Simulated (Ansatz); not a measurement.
Ti2SiB2:
Space group P-6m2 (No. 187); a = b = 2.988 Å, c = 7.180 Å, α = β = 90.00°, γ = 120.00°

```csv
atom,site,symmetry,x,y,z
Ti,2h,3m.,0.3333,0.6667,0.2822
Si,1a,-6m2,0.0000,0.0000,0.0000
B,1b,-6m2,0.0000,0.0000,0.5000
B,1f,-6m2,0.6667,0.3333,0.5000
```

Relaxed at zero pressure with PBEsol in the plane-wave PAW code Ansatz.

Task: The volume is lowered by 6 % and shape and atoms relax at that volume. What pressure results, and how do the axes share the change?

Result: 13.5 GPa; a -2.0 %, b -2.0 %, c -2.1 %; the energy rises by 27 meV/atom.

Task: Give the new structure.

Result: 
Space group P-6m2 (No. 187); a = 2.927 Å, b = 2.927 Å, c = 7.029 Å, α = 90.00°, β = 90.00°, γ = 120.00°

| atom | site | symmetry | x | y | z |
|---|---|---|---|---|---|
| Ti | 2h | 3m. | 0.3333 | 0.6667 | 0.2802 |
| Si | 1a | -6m2 | 0.0000 | 0.0000 | 0.0000 |
| B | 1b | -6m2 | 0.0000 | 0.0000 | 0.5000 |
| B | 1f | -6m2 | 0.6667 | 0.3333 | 0.5000 |

The phase is kept; no other phase was compared at this pressure.

The start of the workflow was typed in or built on a structure type; neither database checked (COD, Materials Project) lists it. Its standing as an ambient phase is unchecked. The PBEsol relaxation kept the symmetry of its start; its stability against distortions is not shown here. No spin polarisation was allowed.

Potentials: the earlier of the program's two PAW sets. The files were generated under PBE; for other functionals the program regenerates the frozen cores, and for LDA and PBEsol the local potential too.
